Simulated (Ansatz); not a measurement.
MoPt:
```cif
data_MoPt
_chemical_formula_sum 'Mo1 Pt1'
_space_group_name_H-M_alt 'P-6m2'
_space_group_IT_number 187
_space_group_name_Hall 'P -6 2'
_cell_length_a 2.77462
_cell_length_b 2.77462
_cell_length_c 4.49342
_cell_angle_alpha 90.000
_cell_angle_beta 90.000
_cell_angle_gamma 120.000
loop_
_atom_site_label
_atom_site_type_symbol
_atom_site_symmetry_multiplicity
_atom_site_Wyckoff_symbol
_atom_site_fract_x
_atom_site_fract_y
_atom_site_fract_z
_atom_site_occupancy
Mo1 Mo 1 e 0.66667 0.33333 0.00000 1
Pt1 Pt 1 d 0.33333 0.66667 0.50000 1
```

Relaxed at zero pressure with plane-wave PAW PBEsol (Ansatz code).

Problem. The volume is lowered by 9 % and shape and atoms relax at that volume. What pressure results, and how do the axes share the change?

Solution. 34.7 GPa; a -3.3 %, b -3.3 %, c -2.8 %; the energy rises by 134 meV/atom.

Problem. Give the new structure.

Solution. 
Space group P-6m2 (No. 187); a = b = 2.684 Å, c = 4.368 Å, α = β = 90.00°, γ = 120.00°

| atom | site | symmetry | x | y | z |
|---|---|---|---|---|---|
| Mo | 1e | -6m2 | 0.6667 | 0.3333 | 0.0000 |
| Pt | 1d | -6m2 | 0.3333 | 0.6667 | 0.5000 |

The phase is kept; no other phase was compared at this pressure.

The workflow started from a Materials Project entry (that database holds measured and hypothetical structures alike); the Crystallography Open Database copy checked does not list it. With Mo and Pt taken as one species the cell has the higher symmetry P6_3/mmc, so it may be an ordered model of a mixed-site phase. Whether it is the stable phase at ambient conditions was not checked. The PBEsol relaxation kept the symmetry of its start; its stability against distortions is not shown here. No spin polarisation was allowed. Axis ratios of metals converge slowly with the k-mesh, so a and c are less sure than the volume. Scalar-relativistic: spin–orbit coupling is off unless named, which matters more the heavier the elements.

Potentials: the later of the program's two PAW sets.
